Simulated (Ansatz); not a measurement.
TaN:
```
CELL_PARAMETERS angstrom
      0.00000     2.18786     2.18786
      2.18786     0.00000     2.18786
      2.18786     2.18786     0.00000
ATOMIC_POSITIONS crystal
  N  0.00000 0.00000 0.00000
  Ta 0.50000 0.50000 0.50000
```

Relaxed with PBEsol. Special points in fractions of this cell's reciprocal vectors: Γ (0.000, 0.000, 0.000); X (0.500, 0.000, 0.500); U (0.625, 0.250, 0.625); K (0.375, 0.375, 0.750); L (0.500, 0.500, 0.500); W (0.500, 0.250, 0.750).

List the band energies nearest the Fermi level at these points for PBEsol in the plane-wave PAW code Ansatz.

In eV from the Fermi level; about four levels below and three above (degenerate sets whole), none deeper than 8.9 eV; … stands for higher levels left out; points with the same levels are listed once.

| k | below | above |
|---|---|---|
| Γ | -3.84 -3.84 -3.84 -2.16 -2.16 -2.16 | 0.05 0.05 … |
| X | -6.67 -5.59 -4.65 -4.65 | 2.16 3.67 3.67 |
| U | -7.78 -6.85 -6.25 -2.27 | 2.54 2.64 4.73 |
| L | -7.70 -7.70 | 1.96 1.96 2.06 |
| W | -6.84 -6.84 -0.18 -0.18 | 3.68 4.22 4.63 |

Space group Fm-3m (rock salt). The cell was relaxed with PBEsol under the symmetry of its start. The run is not spin-polarised. Spin–orbit coupling is left out wherever it is not named.

Potentials: the later of the program's two PAW sets.
